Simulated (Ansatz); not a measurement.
The calculation used Ansatz, DFT PBE, scalar-relativistic, plane waves, PAW. Settings: cutoff 420 eV, Γ-centred meshes spaced at most about 0.3 Å⁻¹, and about 0.25 Å⁻¹ or finer for metals (2π included), Gaussian smearing. No spin polarisation in the final relaxations.

These are static total energies at zero pressure.

Compare these two cells of Sc2Si3Se, each relaxed at this level.

A.

```yaml
crystal:
  lattice:
    - [3.29963, 0.00000, 0.00000]
    - [-1.64981, 2.85756, 0.00000]
    - [0.00000, 0.00000, 13.12559]
  atoms:
    - { symbol: Sc, position: [0.00000, 0.00000, 0.29551] }
    - { symbol: Sc, position: [0.00000, 0.00000, 0.70449] }
    - { symbol: Si, position: [0.33333, 0.66667, 0.13853] }
    - { symbol: Si, position: [0.66667, 0.33333, 0.86147] }
    - { symbol: Si, position: [0.00000, 0.00000, 0.50000] }
    - { symbol: Se, position: [0.00000, 0.00000, 0.00000] }
```

B.

```yaml
crystal:
  lattice:
    - [5.20103, 0.00000, 0.00000]
    - [-2.60051, 4.50422, 0.00000]
    - [0.00000, 0.00000, 4.83250]
  atoms:
    - { symbol: Sc, position: [0.66667, 0.33333, 0.00000] }
    - { symbol: Sc, position: [0.33333, 0.66667, 0.00000] }
    - { symbol: Si, position: [0.00000, 0.50000, 0.50000] }
    - { symbol: Si, position: [0.50000, 0.00000, 0.50000] }
    - { symbol: Si, position: [0.50000, 0.50000, 0.50000] }
    - { symbol: Se, position: [0.00000, 0.00000, 0.00000] }
```

Question: Which is lower in energy, and by how much?

Answer: B is lower, by 0.57 eV/atom. A has space group P-3m1 (No. 164), 20.6 Å³/atom and no gap on its mesh; B has space group P6/mmm (No. 191), 18.9 Å³/atom and no gap. The denser one is the lower, and pressure would at first widen the difference. In A, around Sc lie 4 Si at 2.68–2.81 Å; around Si on a site of symmetry 3m lie 3 Se at 2.63 Å, 3 Sc at 2.81 Å and 6 Si at 3.30 Å; around Se lie 6 Si at 2.63 Å; 1 more site not described. In B, Sc has 6 Si at 2.84 Å, 3 Se at 3.00 Å and 3 Sc at 3.00 Å; around Si lie 4 Si at 2.60 Å and 4 Sc at 2.84 Å; Se has 6 Sc at 3.00 Å. Both come from invented guesses. A third cell relaxed alike, in P-3m1, lies 248 meV/atom below the lower of the two.

A magnetic state wasn't ruled out in cells without spin, among them P6/mmm. Cells relaxed within their symmetry can be saddle points.
